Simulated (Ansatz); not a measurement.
In PBE in the plane-wave PAW code Ansatz, ScPd3N in the anti-perovskite structure (Pm-3m) relaxes to a = 4.203 Å. Sc has 12 nearest neighbours from 2.97 Å (cuboctahedral); N has 6 nearest neighbours from 2.10 Å (octahedral). Its formation energy from the elements is -0.20 eV/atom, with no fitted shifts.

Electronic character: metallic (no gap). Gap from PBE with spin–orbit coupling: none (metallic).

An equation-of-state fit gives a bulk modulus of 1590 kbar.

The start of the workflow was typed in or built on a structure type; neither database checked (COD, Materials Project) lists it. Whether it is the stable phase at ambient conditions was not checked. The cell was relaxed with PBE under the symmetry of its start; its stability against distortions is not shown here. No spin polarisation was allowed. The references are the lowest solids computed at this level, not always the standard phases (solids in place of the gases). Spin–orbit coupling is left out wherever it is not named.

Potentials: the earlier of the program's two PAW sets.
